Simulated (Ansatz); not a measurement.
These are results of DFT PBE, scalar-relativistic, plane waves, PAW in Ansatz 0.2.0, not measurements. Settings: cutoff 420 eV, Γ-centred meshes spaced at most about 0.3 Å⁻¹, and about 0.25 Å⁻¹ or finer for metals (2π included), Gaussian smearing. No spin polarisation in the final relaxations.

Temperature and zero-point effects are left out. All come from trial cells, and lower structures may exist.

**Question.** Which of these relaxed structures of H2Os is the lowest in energy?
1.

```
H Os
1.0
     2.58416    0.00000    0.00000
     0.00000    2.58416    0.00000
     0.00000    0.00000    4.38693
H Os
2 1
Direct
  0.50000 0.50000 0.20657
  0.50000 0.50000 0.79343
  0.00000 0.00000 0.00000
```

2.

```
H Os
1.0
     2.58256    0.00000    0.00000
     0.00000    2.58256    0.00000
     0.00000    0.00000    3.47101
H Os
2 1
Direct
  0.50000 0.50000 0.50000
  0.00000 0.00000 0.50000
  0.00000 0.00000 0.00000
```

**Answer.** 1. It has space group P4/mmm (No. 123); the next, 2, with space group P4/mmm (No. 123), lies 197 meV/atom higher. Counting H atoms around Os (those within 1.25 times the shortest such distance or 1.15 times the sum of covalent radii), the lowest has Os 8 and the next has Os 2. Even the lowest lies +0.99 eV/atom against the elements.

Weakly bound directions are ill-defined at this level, which has no dispersion term (P4/mmm at 9.8 Å³/atom), and this can change margins and order among such cells. Spin–orbit coupling, which can matter for Os, is left out. With hydrogen, zero-point motion can shift such differences by 10 meV/atom or more. Cells relaxed within their symmetry can be saddle points. Some candidate types were left out of the draw beforehand, so a known form may be missing.
